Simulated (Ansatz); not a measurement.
HgBr:
```
HgBr
1.0
   -2.33390     2.33390     5.63191
    2.33390    -2.33390     5.63191
    2.33390     2.33390    -5.63191
Hg Br
2 2
Direct
  0.88548   0.88548   0.00000
  0.11452   0.11452   0.00000
  0.65668   0.65668   0.00000
  0.34332   0.34332   0.00000
```

Relaxed with r²SCAN+D4.

Question: Give the Bader charges and basin volumes of the independent atoms, plane-wave PAW r²SCAN+D4 (Ansatz code).

Answer: 

```
atom  Bader charge (e)  Bader volume (Å³)
----  ----------------  -----------------
Hg1              +0.45               28.1
Br3              -0.45               33.3
```

Space group I4/mmm. The first step of the workflow began from a Materials Project structure, measured or hypothetical; the Crystallography Open Database files this formula in space group No. 139, but the cells were not matched. Whether it is the stable phase at ambient conditions was not checked. The r²SCAN+D4 relaxation kept the symmetry of its start; its stability against distortions is not shown here. Scalar-relativistic: spin–orbit coupling is off unless named, which matters more the heavier the elements.

Potentials: the later of the program's two PAW sets.
